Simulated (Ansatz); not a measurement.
TiTe2 (CdI2 type)

```xyz
3
Lattice="3.7840 0.0000 0.0000 -1.8920 3.2770 0.0000 0.0000 0.0000 6.6016" Properties=species:S:1:pos:R:3 pbc="T T T"
Ti     0.0000     0.0000     0.0000
Te     0.0000     2.1847     1.6956
Te     1.8920     1.0923     4.9060
```

Grid over V/V₀ and (c/a)/(c/a)₀, subscript 0 meaning the relaxed cell; the conventional c axis lies along z; no internal relaxation.

Computed with r2SCAN+rVV10 (plane waves to 500 eV, PAW, scalar-relativistic; Ansatz, an electronic-structure program). k mesh 14×14×7 (Γ-centred), Fermi-Dirac smearing 0.05 eV. Compression counts positive. As the atoms are clamped, bonds stretch with the cell, which overstates energies and stresses. With partly filled bands, the response to shear is sensitive to the k mesh, so small differences along c/a are uncertain. Spin-orbit coupling is left out, though Te is heavy. TiTe2 is run without spin polarisation. TiTe2 was relaxed with its symmetry unable to fall.

At one point of the scan the stress tensor (GPa) is:

```
    0.8      0.0      0.0
    0.0      0.8      0.0
    0.0      0.0      3.0
```

**Question.** Which point is it?
A) V/V₀ = 1.020, (c/a)/(c/a)₀ = 0.920
B) V/V₀ = 0.960, (c/a)/(c/a)₀ = 0.920
C) V/V₀ = 0.980, (c/a)/(c/a)₀ = 1.000
D) V/V₀ = 0.980, (c/a)/(c/a)₀ = 0.960

**Answer.** D, V/V₀ = 0.980, (c/a)/(c/a)₀ = 0.960

(Under strain, the slope of the energy per volume gives the stress and its curvature an elastic modulus.)
